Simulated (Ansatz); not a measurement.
**Piezoelectric tensor of AlN**

Computed with DFT PBE, scalar-relativistic, plane waves, PAW in Ansatz. Plane waves to 420 eV; Γ-centred k mesh 6×6×6; fixed occupations. No spin polarisation.

The cell is fixed (symmetry leaves no force on the atoms) and stands under 0.0 GPa:
```xyz
2
Lattice="0.0000 2.2015 2.2015 2.2015 0.0000 2.2015 2.2015 2.2015 0.0000" Properties=species:S:1:pos:R:3 pbc="T T T"
Al    0.0000    0.0000    0.0000
N     1.1007    1.1007    1.1007
```

The cell is the ideal cubic zincblende prototype; this isn't the usual structure of the compound.

Question: Give the relaxed-ion proper piezoelectric stress tensor e_iJ (C/m², Voigt columns xx yy zz yz xz xy).

Answer:
```
x   0.000 0.000 0.000 0.475 0.000 0.000
y   0.000 0.000 0.000 0.000 0.475 0.000
z   0.000 0.000 0.000 0.000 0.000 0.475
```
Signs follow the orientation of the cell as given.

Question: With the elastic constants (GPa, Voigt order)
```
280.6 148.6 148.6   0.0   0.0   0.0
148.6 280.6 148.6   0.0   0.0   0.0
148.6 148.6 280.6   0.0   0.0   0.0
  0.0   0.0   0.0 178.0   0.0   0.0
  0.0   0.0   0.0   0.0 178.0   0.0
  0.0   0.0   0.0   0.0   0.0 178.0
```
find the strain coefficients d = e·C⁻¹ (pC/N).

Answer:
```
x   0.00 0.00 0.00 2.67 0.00 0.00
y   0.00 0.00 0.00 0.00 2.67 0.00
z   0.00 0.00 0.00 0.00 0.00 2.67
```

Cost: 1 run of about 0.26 core-minutes, on Intel Xeon Platinum 8259CL (Skylake/Cascade Lake) (shared hosts).